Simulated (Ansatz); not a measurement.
Rb:
Space group Im-3m (No. 229); a = b = c = 5.6709 Å, α = β = γ = 90.00°

```
atom  site  symmetry       x       y       z
----  ----  --------  ------  ------  ------
Rb      2a      m-3m  0.0000  0.0000  0.0000
```
(The calculation used a cell of 1 atom; values per cell refer to that cell.)

Relaxed with PBE (plane waves, PAW; program Ansatz). Indices refer to the conventional cell of Im-3m, a = 5.671 Å, b = 5.671 Å, c = 5.671 Å, α = 90.00°, β = 90.00°, γ = 90.00°.

**Question.** Simulate the powder diffraction pattern (Ag Kα, λ = 0.560885 Å; lines above 1 %) up to 2θ = 30°.

**Answer.** Simulated powder pattern, Ag Kα, λ = 0.560885 Å (kinematic, ideal powder, no thermal factors, no anomalous dispersion; the 30 strongest lines at most, above 1 %, up to 2θ = 30°):

| 2θ (°) | d (Å) | I/Imax (%) | hkl |
|---|---|---|---|
| 8.02 | 4.010 | 100 | (110) |
| 11.35 | 2.835 | 21 | (200) |
| 13.92 | 2.315 | 50 | (211) |
| 16.08 | 2.005 | 17 | (220) |
| 17.99 | 1.793 | 24 | (310) |
| 19.73 | 1.637 | 6.2 | (222) |
| 21.33 | 1.516 | 29 | (321) |
| 22.82 | 1.418 | 3.0 | (400) |
| 24.22 | 1.337 | 15 | (411)+(330) |
| 25.55 | 1.268 | 8.5 | (420) |
| 26.82 | 1.209 | 7.3 | (332) |
| 28.04 | 1.158 | 6.3 | (422) |
| 29.21 | 1.112 | 17 | (431)+(510) |

Symmetry was held in the PBE relaxation.

Potentials: the later of the program's two PAW sets.
